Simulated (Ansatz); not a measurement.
With r²SCAN in the plane-wave PAW code Ansatz, HfO$_{2}$ in the orthorhombic phase (Pca2_1; Hf on 4a, O on 4a, O on 4a) relaxes to a = 5.247 Å, b = 5.031 Å, c = 5.060 Å. O on 4a has 3 nearest neighbours from 2.03 Å (trigonal planar). Against the elements it lies at -3.75 eV/atom, with no fitted shifts.

It is gapped at this level: 4.94 eV (indirect). HSE06 on the same cell gives 6.09 eV. Gap from r²SCAN with spin–orbit coupling: 4.89 eV. Electrons at the band edge weigh 1.3, 1.9, 5.0 mₑ (principal values). The hole mass is 1.0, 2.0, 23 mₑ (principal values).

The elastic constants imply a Debye temperature near 500 K. Bader charges are Hf +2.74, O -1.38 to -1.36 e.

The cell was relaxed with r²SCAN under the symmetry of its start. No spin polarisation was allowed. The references are the lowest solids computed at this level, not always the standard phases (solids in place of the gases). Spin–orbit coupling is left out wherever it is not named.

Potentials: the earlier of the program's two PAW sets.
